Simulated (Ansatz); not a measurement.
Starting cell, Cd (hcp, Mg type):

```
Cd
1.0
    3.01593     0.00000     0.00000
   -1.50796     2.61187     0.00000
    0.00000     0.00000     5.82164
Cd
2
Direct
  0.33333   0.66667   0.75000
  0.66667   0.33333   0.25000
```

In each cell atom 2 (Cd, nearest neighbour Cd at 3.016 Å; its periodic images, 3.0 Å or more away, move with it) moves by s·(0.707, 0.707, 0.000) (along Cartesian [110]), the rest being held.

All values below come from PBE (plane waves to 420 eV, PAW, scalar-relativistic; Ansatz, an electronic-structure program). k mesh 14×14×7 (Γ-centred), Fermi-Dirac smearing 0.05 eV. With partly filled bands, energies and forces of such displacements shift with the k mesh and the smearing. F∥ is the force on the atom along that direction. On this mesh the relaxed cell isn't quite at rest: it carries a pressure of 0.2 GPa (compression positive) at the zero of the scan. Cd was relaxed with its symmetry unable to fall. The PAW data are Ansatz's earlier set. The relaxed volume of Cd is well above the measured one; the method has no dispersion term. 

```json
[
 {"s (Å)": "-0.600", "F∥ (eV/Å)": "0.041"},
 {"s (Å)": "-0.480", "F∥ (eV/Å)": "0.043"},
 {"s (Å)": "-0.360", "F∥ (eV/Å)": "0.041"},
 {"s (Å)": "-0.240", "F∥ (eV/Å)": "0.034"},
 {"s (Å)": "-0.120", "F∥ (eV/Å)": "0.020"},
 {"s (Å)": "0.000", "F∥ (eV/Å)": "0.000"},
 {"s (Å)": "0.120", "F∥ (eV/Å)": "-0.024"},
 {"s (Å)": "0.240", "F∥ (eV/Å)": "-0.051"},
 {"s (Å)": "0.360", "F∥ (eV/Å)": "-0.078"},
 {"s (Å)": "0.480", "F∥ (eV/Å)": "-0.104"},
 {"s (Å)": "0.600", "F∥ (eV/Å)": "-0.127"}
]
```

**Question.** What is the force constant k = d²E/ds² of this move at s = 0?

**Answer.** 0.19 eV/Å². The forces along the line at the two nearest points give (0.020 − (-0.024)) / (2·0.120) = 0.18 eV/Å²; the next pair corrects for the finite step.

(For displaced atoms, the force is minus the slope of the energy, and its curvature is a force constant, which sets phonon frequencies.)
